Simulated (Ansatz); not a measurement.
This cell of TiAl (CuAu type, space group P4/mmm) is off equilibrium:

```yaml
crystal:
  lattice:
    - [5.64852, 0.00000, 0.00000]
    - [0.00000, 2.82426, 0.00000]
    - [0.00000, 0.00000, 4.07079]
  atoms:
    - { symbol: Al, position: [0.25000, 0.50000, 0.46315] }
    - { symbol: Al, position: [0.75000, 0.50000, 0.53685] }
    - { symbol: Ti, position: [0.00000, 0.00000, 0.00000] }
    - { symbol: Ti, position: [0.50000, 0.00000, 0.00000] }
```

Method: PBE (plane waves to 420 eV, PAW, scalar-relativistic; Ansatz, an electronic-structure program). k mesh 8×16×12 (Γ-centred), Fermi-Dirac smearing 0.05 eV. Compression counts positive. With partly filled bands, energies and forces of such displacements shift with the k mesh and the smearing. TiAl is run without spin polarisation. TiAl was relaxed with its symmetry unable to fall.

What forces act on the atoms (eV/Å, Cartesian)?


```
atom     Fx     Fy      Fz
----  -----  -----  ------
Al1   0.000  0.000   1.249
Al2   0.000  0.000  -1.249
Ti3   0.000  0.000   0.000
Ti4   0.000  0.000   0.000
```

Give the stress tensor in GPa and the pressure.


```
    1.1      0.0      0.0
    0.0      1.2      0.0
    0.0      0.0      0.9
```
The pressure, a third of the trace, is 1.1 GPa.

(A displaced cell: forces are minus the slopes of the energy, force constants its curvatures, and phonons follow from these.)
